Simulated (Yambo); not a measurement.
G0W0@LDA for LiNbF6 (space group R-3, No. 148) in Yambo. Reference settings: 2×2×2 Γ-centred k mesh, bands 2 to 159 and a 7 Ry block in the screening, 159 bands in G with the Bruneval-Gonze terminator, plasmon pole fitted at 27.2 eV. The LDA gap Γ → L on this mesh is 5.29 eV; G0W0 gaps are taken between the same points.

The settings were changed. The gap went from 9.51 eV to 9.77 eV, and the shift of the valence edge from -1.92 eV to -1.84 eV.

Task: Which change was made?
(A) 68 bands in W, 68 bands in G
(B) 68 bands in G, no terminator
(C) no terminator
(D) 106 bands in W, 106 bands in G

Result: A, 68 bands in W, 68 bands in G. The others gave (gap, valence shift): 68 bands in G, no terminator: 9.83, -1.44 eV; 106 bands in W, 106 bands in G: 9.59, -1.88 eV; no terminator: 9.57, -1.73 eV.

Spin-orbit coupling is not included.

Geometry of the Materials Project entry, not relaxed at this level; primitive cell a = 5.430 Å, b = 5.430 Å, c = 5.430 Å, α = 56.19°, β = 56.19°, γ = 56.19°.

The structure is a Materials Project entry; no match was found in the copy of COD used, and its stability was not checked.

A shift is the quasiparticle energy of the state minus its LDA energy.
